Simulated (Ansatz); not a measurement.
## GdRe in the CsCl-type structure

Method: PBE+U (U_eff = 6 eV on Gd 4f), scalar-relativistic; collinear spin; PAW, 420 eV, Γ-centred 6×6×6 mesh, 0.05 eV Gaussian smearing; code Ansatz; PAW files: Ansatz's generated set soft_2.

```yaml
crystal:
  lattice:
    - [3.47536, 0.00000, 0.00000]
    - [0.00000, 3.47536, 0.00000]
    - [0.00000, 0.00000, 3.47536]
  atoms:
    - { symbol: Gd, position: [0.00000, 0.00000, 0.00000] }
    - { symbol: Re, position: [0.50000, 0.50000, 0.50000] }
```

The structure was built from a prototype; whether the compound forms in it isn't claimed.

Starting moments: Gd 7.8 μB on each such atom, all parallel.

The open shells were started in several ways at this geometry:
- carried from the relaxation
- from atoms, symmetry kept, no search for lower states
- from atoms, default search
- from atoms, wider search

Do they end in different states?

No. All 4 end within 0.5 meV/atom, with a gap of zero (metallic), spin moments Gd 7.06; Re -0.60 μB and occupations Gd1 up: 1.00 1.00 1.00 1.00 1.00 1.00 1.00; Gd1 down: 0.00 0.00 0.00 0.01 0.01 0.01 0.01.

Open d and f shells can converge to several self-consistent states; this is the one that the run reached. No spin–orbit coupling, a notable omission for heavy elements. Site moments are of spin, integrated over atomic spheres. The k-mesh is coarse, so small energy differences aren't converged.
